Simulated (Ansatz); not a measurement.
A single-point run of Ansatz (plane waves, PAW) on SiGe2N4 on the sites of β-Si3N4 (relaxed group Pm), with the lines that name the functional removed. Cell and atoms come from a relaxation with r2SCAN.

```yaml
crystal:
  lattice:
    - [7.89334, 0.00000, 0.00124]
    - [0.00000, 3.01974, 0.00000]
    - [-3.94560, 0.00000, 6.84180]
  atoms:
    - { symbol: Ge, position: [0.60006, 0.50000, 0.82983] }
    - { symbol: Si, position: [0.82594, 0.00000, 0.23671] }
    - { symbol: Si, position: [0.76556, 0.00000, 0.59033] }
    - { symbol: Ge, position: [0.22654, 0.50000, 0.40185] }
    - { symbol: Ge, position: [0.16752, 0.50000, 0.76493] }
    - { symbol: Ge, position: [0.41253, 0.00000, 0.17461] }
    - { symbol: N, position: [0.33350, 0.50000, 0.66689] }
    - { symbol: N, position: [0.67720, 0.00000, 0.34045] }
    - { symbol: N, position: [0.69857, 0.50000, 0.65839] }
    - { symbol: N, position: [0.68236, 0.00000, 0.98257] }
    - { symbol: N, position: [0.01804, 0.00000, 0.70012] }
    - { symbol: N, position: [0.95866, 0.50000, 0.30158] }
    - { symbol: N, position: [0.29526, 0.00000, 0.32370] }
    - { symbol: N, position: [0.33827, 0.50000, 0.02804] }
```

```
Crystal: 14 atoms, lattice volume = 163.095 Å³
Basis set: ecut = 420 eV, 3149 PW (Γ)
Bands: 118, of which v1, the nominal top of the filled ones, is band 104 counted from 1 (103 counted from 0)
Symmetry: 2 space group operations + 2 with time reversal
Magnetic group: BNS 6.19 (UNI 26)
k-points: 50 of 128 (time reversal used)
preconditioner: auto → Resta (q_TF=auto, 2.531 Å⁻¹)  ε∞=3.3  [insulator: Δε(μ)=3.830 eV  ℏωp=29.7 eV]
SCF 1 converged in 11 iterations: F = -21528.717726 eV  dr2 = 3.55e-8
SCF converged after 11 iterations
Free energy (F): -21528.717726 eV
Fermi energy:    8.783650 eV
--- Per-component energies (eV) ---
  E_band       = -511.674022
  E_kinetic    = 1604.818159
  E_local      = -12693.974696
  E_nonlocal   = 2110.581050
  E_hartree    = 5441.438906
  E_xc         = -897.461395
  E_vxc        = -969.690890
  E_paw        = -10147.559117
  E_vpaw       = -1446.291741
  E_ewald      = -6946.562298
--- Forces (eV/Å), atoms counted from 1 ---
  atom   1  Ge      0.00391      0.00000      0.03738
  atom   2  Si      0.04055      0.00000      0.03146
  atom   3  Si    -0.07550      0.00000      0.01457
  atom   4  Ge      0.02819      0.00000    -0.02517
  atom   5  Ge    -0.04642      0.00000    -0.06270
  atom   6  Ge      0.01773      0.00000    -0.02330
  atom   7  N       0.01866      0.00000      0.01686
  atom   8  N       0.08195      0.00000      0.06871
  atom   9  N       0.04670      0.00000    -0.05933
  atom  10  N       0.02854      0.00000      0.15123
  atom  11  N     -0.14334      0.00000    -0.04168
  atom  12  N     -0.08462      0.00000    -0.02102
  atom  13  N       0.04185      0.00000    -0.02937
  atom  14  N       0.04180      0.00000    -0.05765
--- Stress (GPa, compression-positive) ---
        6.009848       0.000000      -0.001291
        0.000000       6.477892       0.000000
       -0.001290       0.000000       6.046858
  P = ⅓ Tr σ = 6.1782 GPa (61.782 kbar)
--- Band table (eV; the first three rows and the last of 50) ---
  k-point 0: bands = […, 7.8985, 7.8985, 8.3342, 8.3342, 8.3954, 8.3954, 8.7822, 8.7822, 11.7134, 11.7134, 12.6513, 12.6513, 12.8812, 12.8812, …]
  k-point 1: bands = […, 7.6706, 7.6744, 8.2609, 8.2618, 8.4372, 8.4374, 8.7785, 8.7786, 12.1901, 12.1905, 12.8182, 12.8190, 12.8993, 12.9039, …]
  k-point 2: bands = […, 7.5275, 7.5275, 8.1730, 8.1730, 8.4819, 8.4819, 8.7738, 8.7738, 12.6303, 12.6303, 12.9573, 12.9573, 12.9821, 12.9821, …]
  k-point 49: bands = […, 7.5033, 7.5033, 7.5534, 7.5534, 7.7941, 7.7941, 7.9155, 7.9155, 12.7661, 12.7661, 13.3168, 13.3168, 13.9238, 13.9238, …]
```

**Question.** Which level of theory was used?
A. PBE
B. PBE+SOC
C. r2SCAN+SOC
D. HSE06+SOC

**Answer.** B. PBE+SOC. There is no exchange loop, so no exact exchange. The compression on the r2SCAN cell fits PBE, which tends to larger cells. Each band holds one electron and the count is doubled, so the run is non-collinear with spin-orbit coupling. PBE+SOC gives an indirect gap of 2.930 eV, from k = (0.453, 0, -0.458) to Γ; the least direct gap is 2.931 eV at Γ. Least and direct gap differ so little that the kind isn't settled. The log narrows the family; the member has to be judged from the numbers.

Wall time 18 s on 1 × NVIDIA H100 80GB HBM3 with 2 threads of AMD EPYC 7R13 Processor (Zen 3), with other jobs on the host; peak host memory 1.9 GiB.

No magnetic order. The prototype was imposed, so other structures may be more stable.
